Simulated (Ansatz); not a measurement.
Relaxed-ion elastic tensor of CuTaS2 in space group P-3m1 (No. 164; S on 2d, Ta on 1a, Cu on 1b) in GPa (Voigt order), plane-wave PAW PBE+D3(BJ) (Ansatz code); density 8.52 g/cm³, 15.03 Å³ per atom.

```
  178   90.5    131  -11.3    0.0    0.0
 90.5    178    131   11.3    0.0    0.0
  131    131    169    0.0    0.0    0.0
-11.3   11.3    0.0   27.0    0.0    0.0
  0.0    0.0    0.0    0.0   27.0  -11.3
  0.0    0.0    0.0    0.0  -11.3   43.8
```

### Question
Is the crystal mechanically stable?

### Answer
Yes: the smallest eigenvalue of C is 21.3 GPa.

### Question
Work out the Voigt, Reuss and Hill averages.

### Answer
K_V = 137, K_R = 134, K_H = 135; G_V = 31.0, G_R = 23.9, G_H = 27.5 GPa.

### Question
Give Young's modulus, Poisson's ratio, Pugh's ratio and the universal anisotropy index.

### Answer
E = 9KG/(3K + G) = 77.2 GPa; ν = 0.41; K/G = 4.93 (ductile by the Pugh limit of 1.75); A_U = 5G_V/G_R + K_V/K_R − 6 = 1.51.

### Question
Estimate the sound speeds and the Debye temperature.

### Answer
v_l = √((K + 4G/3)/ρ) = 4490 m/s, v_t = √(G/ρ) = 1800 m/s, mean 2030 m/s; Θ = (h/k)(3n/4πV)^(1/3) v_m = 245 K.

### Question
Solve the Christoffel equation for the three sound speeds along x, y, z.

### Answer
Eigenvalues of C_ijkl n_j n_l equal ρv². In km/s, slowest first: x 1.58, 2.41, 4.57; y 1.75, 2.27, 4.58; z 1.78, 1.78, 4.46.

### Question
How much does each axis shrink under pressure?

### Answer
Linear compressibilities β_i = Σ_j S_ij (j = 1 to 3): x 3.5, y 3.5, z 0.53 per TPa.

A made-up cell: these elements were put on the sites of a structure type; neither database checked (COD, Materials Project) lists it. Its standing as an ambient phase is unchecked. The PBE+D3(BJ) relaxation kept the symmetry of its start; of distortions, only those at the zone centre were tested. No spin polarisation was allowed. As this level gives no gap, shear constants depend on the k-mesh and smearing (Fermi–Dirac, 0.1 eV here). Spin–orbit coupling is left out wherever it is not named.

Potentials: the later of the program's two PAW sets.
